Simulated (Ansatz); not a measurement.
VN:
```
CELL_PARAMETERS angstrom
      2.74266     0.00000     0.00000
      0.00000     2.74266     0.00000
      0.00000     0.00000     2.95625
ATOMIC_POSITIONS crystal
  V  0.50000 0.50000 0.00000
  N  0.00000 0.00000 0.00000
```

Relaxed with PBE. Special points in fractions of this cell's reciprocal vectors: Γ (0.000, 0.000, 0.000); X (0.000, 0.500, 0.000); M (0.500, 0.500, 0.000); Z (0.000, 0.000, 0.500); R (0.000, 0.500, 0.500); A (0.500, 0.500, 0.500).

**Question.** List the band energies nearest the Fermi level at these points for PBE (plane waves, PAW; program Ansatz).

**Answer.** In eV from the Fermi level; about four levels below and three above (degenerate sets whole), none deeper than 8.9 eV; points with the same levels are listed once.

| k | below | above |
|---|---|---|
| Γ | -2.69 -1.75 -1.66 -1.66 | 0.68 1.24 1.24 |
| X | -7.60 -5.56 -3.23 -1.56 | 1.42 2.04 3.28 |
| M | -4.44 -4.44 -0.75 -0.68 | 0.03 0.03 2.17 |
| Z | -5.76 -2.39 -1.38 -1.38 | 0.47 0.47 0.74 |
| R | -7.05 -5.98 -5.39 | 0.79 1.61 2.66 |
| A | -3.73 -3.73 -2.87 -1.76 -1.76 | 1.87 2.20 3.92 |

Space group P4/mmm. The cell is a constructed one: a structure type filled with these elements; neither database checked (COD, Materials Project) lists it. It is not the phase usual at ambient conditions (space group No. 225). The PBE relaxation kept the symmetry of its start; whether a distortion lowers the energy is not shown. The workflow began spin-polarised and lost its moments.

Potentials: the later of the program's two PAW sets.
